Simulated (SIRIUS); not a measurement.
# How a calculation on GaCuSe2 (I-42d, 8 atoms in the cell; from Materials Project mp-4840) responds to its settings

```xyz
8
Lattice="-2.8014 2.8014 5.5552 2.8014 -2.8014 5.5552 2.8014 2.8014 -5.5552" Properties=species:S:1:pos:R:3 pbc="T T T"
Ga     2.8014     0.0000     2.7776
Ga     0.0000     0.0000     5.5552
Cu     0.0000     2.8014     2.7776
Cu     0.0000     0.0000     0.0000
Se     1.4007     1.3795    -1.3888
Se     1.3795     4.2021     1.3888
Se     1.4007     1.4219     4.1664
Se     1.4219    -1.4007     6.9440
```

Base run A: SIRIUS with LDA (PW92), PseudoDojo 0.4 standard norm-conserving LDA (tails mended) pseudopotentials, self-consistent single point.

Its settings: parameters.ngridk = 3 3 3; parameters.xc_functionals = [XC_LDA_X, XC_LDA_C_PW]; parameters.gk_cutoff = 9.592 1/bohr; parameters.pw_cutoff = 19.184 1/bohr; parameters.smearing = gaussian; parameters.smearing_width = 0.00367493 Ha; potentials = PseudoDojo 0.4 standard norm-conserving LDA (tails mended) pseudopotentials; parameters.electronic_structure_method = pseudopotential; parameters.num_bands = 77; parameters.num_mag_dims = 0; parameters.num_dft_iter = 100; parameters.energy_tol = 1e-07 Ha; parameters.density_tol = 1e-06; mixer.type = broyden2; mixer.beta = 0.7; mixer.use_hartree = false.

The structure comes from a collection of computed structures, made at another level of theory; the collection holds predicted forms beside known ones. No clean gap shows at this smearing width and mesh (spacing up to 0.53 Å⁻¹); the mesh is coarse for partly filled bands, so the values carry mesh errors. Semi-local functionals can close small gaps.

ΔF is the free energy per atom less that of run A. 

| run | change | ΔF (meV/atom) | pressure (GPa) | largest force (eV/Å) | k-points |
|---|---|---|---|---|---|
| A | base | 0.00 | -3.19 | 0.241 | 6 |
| B | lattice vector c scaled by 0.98 | -1.41 | -1.79 | 0.482 | 10 |
| C | lattice vector c scaled by 0.99 | -2.6 | -2.55 | 0.337 | 10 |
| D | lattice vector c scaled by 1.01 | 5.8 | -3.73 | 0.280 | 10 |
| E | lattice vector c scaled by 1.02 | 14.6 | -4.21 | 0.303 | 10 |

Run E against A: The free energy rises by 14.6 meV/atom, the pressure goes from -3.19 to -4.21 GPa and the largest force goes from 0.241 to 0.303 eV/Å.

Run D against A: The free energy goes up by 5.8 meV/atom, the pressure goes from -3.19 to -3.73 GPa and the largest force goes from 0.241 to 0.280 eV/Å.

Run B against A: The free energy drops by 1.4 meV/atom, the pressure goes from -3.19 to -1.79 GPa and the largest force goes from 0.241 to 0.482 eV/Å.

Small differences between rows can be mesh errors.

“Tails mended”: in these copies of the files the far tail of each local potential was reset to the Coulomb form.
